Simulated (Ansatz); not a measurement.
CdSiP₂:
```cif
data_Cd4P8Si4
_chemical_formula_sum 'Cd4 Si4 P8'
_space_group_name_H-M_alt 'I-42d'
_space_group_IT_number 122
_space_group_name_Hall 'I -4 2bw'
_cell_length_a 5.64411
_cell_length_b 5.64411
_cell_length_c 10.49973
_cell_angle_alpha 90.000
_cell_angle_beta 90.000
_cell_angle_gamma 90.000
loop_
_atom_site_label
_atom_site_type_symbol
_atom_site_symmetry_multiplicity
_atom_site_Wyckoff_symbol
_atom_site_fract_x
_atom_site_fract_y
_atom_site_fract_z
_atom_site_occupancy
Cd1 Cd 4 a 0.00000 0.00000 0.00000 1
Si1 Si 4 b 0.00000 0.00000 0.50000 1
P1 P 8 d 0.25000 0.20732 0.37500 1
```
(The calculation used a cell of 8 atoms; values per cell refer to that cell.)

Relaxed with PBEsol.

### Question
Tabulate the valence density and the electron localisation function along the shortest Cd–P contact (2.54 Å), the program Ansatz at the PBEsol level (PAW).

### Answer


```tsv
distance from Cd (Å)	density (e/Å³)	ELF
0.25	20.25	0.82
0.38	14.46	0.70
0.51	9.00	0.58
0.63	4.87	0.48
0.76	2.34	0.37
0.89	1.11	0.26
1.02	0.62	0.19
1.14	0.46	0.21
1.27	0.43	0.41
1.40	0.47	0.68
1.52	0.56	0.85
1.65	0.67	0.91
1.78	0.77	0.91
1.90	0.79	0.85
2.03	0.66	0.60
2.16	0.42	0.16
2.28	0.19	-0.01
```

The density is the valence pseudo-density with augmentation charge, so density and ELF within about 1 Å of a nucleus are not all-electron values.

The PBEsol relaxation kept the symmetry of its start.

Potentials: the later of the program's two PAW sets.
